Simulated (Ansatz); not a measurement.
All numbers below come from Ansatz 0.2.0, DFT r2SCAN, scalar-relativistic, plane waves, PAW.

Structure of Hf2N:

```
Hf N
1.0
     5.32511    0.00000    0.00000
     0.00000    5.32511    0.00000
     0.00000    0.00000    3.24999
Hf N
4 2
Cartesian
  1.5735 1.5735 0.0000
  3.7516 3.7516 0.0000
  4.2361 1.0891 1.6250
  1.0891 4.2361 1.6250
  0.0000 0.0000 0.0000
  2.6626 2.6626 1.6250
```

Plane waves to 500 eV, a k mesh through Γ of 8×8×12 on the computed 6-atom cell and Gaussian smearing (0.10 eV); no spin polarisation.

Levels along Γ–X–M–Γ–Z–R–A–Z | X–R | M–A, in eV from the Fermi level, sorted by energy at each point. Points in fractions of the primitive reciprocal vectors: Γ (0.000 0.000 0.000), X (0.000 0.500 0.000), M (0.500 0.500 0.000), Z (0.000 0.000 0.500), R (0.000 0.500 0.500), A (0.500 0.500 0.500).
```tsv
point	k (1/Å, with 2π)	band 54	band 55	band 56	band 57	band 58	band 59	band 60
Γ	0.000	-2.25	-0.45	0.99	1.12	1.12	1.15	1.78
-	0.084	-2.23	-0.52	0.85	1.13	1.13	1.16	1.89
-	0.169	-2.18	-0.70	0.53	1.16	1.20	1.21	2.03
-	0.253	-2.10	-0.96	0.17	1.19	1.30	1.32	2.01
-	0.337	-2.02	-1.24	-0.19	1.22	1.43	1.47	1.88
-	0.421	-2.06	-1.41	-0.54	1.27	1.60	1.61	1.76
-	0.506	-2.33	-1.34	-0.85	1.33	1.53	1.79	1.89
X	0.590	-2.71	-1.13	-1.13	1.42	1.42	2.00	2.00
-	0.674	-2.69	-1.11	-1.11	1.36	1.36	2.01	2.01
-	0.758	-2.63	-1.09	-1.09	1.21	1.21	1.99	1.99
-	0.843	-2.53	-1.07	-1.07	1.01	1.01	1.90	1.90
-	0.927	-2.40	-1.09	-1.09	0.86	0.86	1.81	1.81
-	1.011	-2.25	-1.20	-1.20	0.85	0.85	1.73	1.73
-	1.096	-2.08	-1.36	-1.36	0.95	0.95	1.67	1.67
M	1.180	-2.00	-1.45	-1.45	1.04	1.04	1.63	1.63
-	1.299	-1.95	-1.43	-1.20	0.86	0.95	1.65	1.80
-	1.418	-1.81	-1.48	-0.84	0.81	0.87	1.68	1.84
-	1.538	-1.69	-1.57	-0.46	0.72	1.21	1.61	1.70
-	1.657	-1.92	-1.25	-0.04	0.70	1.41	1.64	1.65
-	1.776	-2.10	-0.89	0.42	0.76	1.26	1.50	1.96
-	1.895	-2.21	-0.58	0.86	0.87	1.18	1.29	1.95
Γ	2.014	-2.25	-0.45	0.99	1.12	1.12	1.15	1.78
-	2.152	-2.15	-0.51	0.65	0.65	0.76	1.31	1.92
-	2.290	-1.90	-0.67	-0.05	-0.05	0.36	1.54	2.31
-	2.429	-1.55	-0.89	-0.64	-0.64	-0.10	1.84	2.91
-	2.567	-1.23	-1.11	-1.06	-1.06	-0.55	2.24	2.81
-	2.705	-1.29	-1.29	-1.29	-1.10	-0.93	2.57	2.57
-	2.843	-1.38	-1.36	-1.36	-1.26	-1.20	2.36	2.36
Z	2.981	-1.67	-1.36	-1.36	-1.35	-1.35	2.28	2.28
-	3.065	-1.66	-1.46	-1.46	-1.26	-1.26	2.24	2.24
-	3.150	-1.66	-1.57	-1.57	-1.17	-1.17	2.15	2.15
-	3.234	-1.71	-1.59	-1.59	-1.09	-1.09	2.03	2.03
-	3.318	-1.82	-1.54	-1.54	-1.05	-1.05	1.93	1.93
-	3.402	-1.92	-1.46	-1.46	-1.04	-1.04	1.86	1.86
-	3.487	-1.98	-1.37	-1.37	-1.08	-1.08	1.82	1.82
R	3.571	-2.00	-1.32	-1.32	-1.10	-1.10	1.82	1.82
-	3.655	-2.02	-1.32	-1.32	-1.02	-1.02	1.71	1.71
-	3.739	-2.03	-1.27	-1.27	-0.84	-0.84	1.45	1.45
-	3.824	-2.03	-1.19	-1.19	-0.65	-0.65	1.20	1.20
-	3.908	-1.99	-1.09	-1.09	-0.52	-0.52	1.05	1.05
-	3.992	-1.94	-0.99	-0.99	-0.54	-0.54	1.08	1.08
-	4.077	-1.88	-0.89	-0.89	-0.65	-0.65	1.21	1.21
A	4.161	-1.86	-0.77	-0.77	-0.77	-0.77	1.28	1.28
-	4.280	-1.87	-1.04	-0.83	-0.58	-0.58	0.96	1.33
-	4.399	-1.89	-1.31	-0.98	-0.52	-0.12	0.36	1.47
-	4.518	-1.92	-1.53	-1.17	-0.58	-0.23	0.48	1.67
-	4.638	-1.89	-1.64	-1.35	-0.74	-0.73	1.14	1.88
-	4.757	-1.69	-1.64	-1.50	-1.11	-0.93	1.75	2.07
-	4.876	-1.61	-1.53	-1.46	-1.31	-1.14	2.17	2.22
Z	4.995	-1.67	-1.36	-1.36	-1.35	-1.35	2.28	2.28
X	4.995	-2.71	-1.13	-1.13	1.42	1.42	2.00	2.00
-	5.133	-2.66	-1.16	-1.16	1.23	1.23	1.77	1.77
-	5.271	-2.55	-1.23	-1.23	0.79	0.79	1.53	1.53
-	5.409	-2.43	-1.27	-1.27	0.26	0.26	1.40	1.40
-	5.548	-2.34	-1.28	-1.28	-0.24	-0.24	1.43	1.43
-	5.686	-2.22	-1.30	-1.30	-0.67	-0.67	1.59	1.59
-	5.824	-2.08	-1.32	-1.32	-0.97	-0.97	1.75	1.75
R	5.962	-2.00	-1.32	-1.32	-1.10	-1.10	1.82	1.82
M	5.962	-2.00	-1.45	-1.45	1.04	1.04	1.63	1.63
-	6.100	-2.01	-1.27	-1.27	0.60	0.60	1.41	1.41
-	6.238	-2.04	-0.78	-0.78	-0.07	-0.07	0.92	0.92
-	6.376	-2.05	-0.59	-0.59	-0.13	-0.13	0.39	0.39
-	6.514	-2.03	-0.87	-0.87	-0.09	-0.09	0.54	0.54
-	6.652	-1.96	-0.92	-0.92	-0.46	-0.46	1.02	1.02
-	6.790	-1.89	-0.83	-0.83	-0.69	-0.69	1.23	1.23
A	6.928	-1.86	-0.77	-0.77	-0.77	-0.77	1.28	1.28
```

Spin-orbit coupling is left out, which matters for the bands of heavy elements.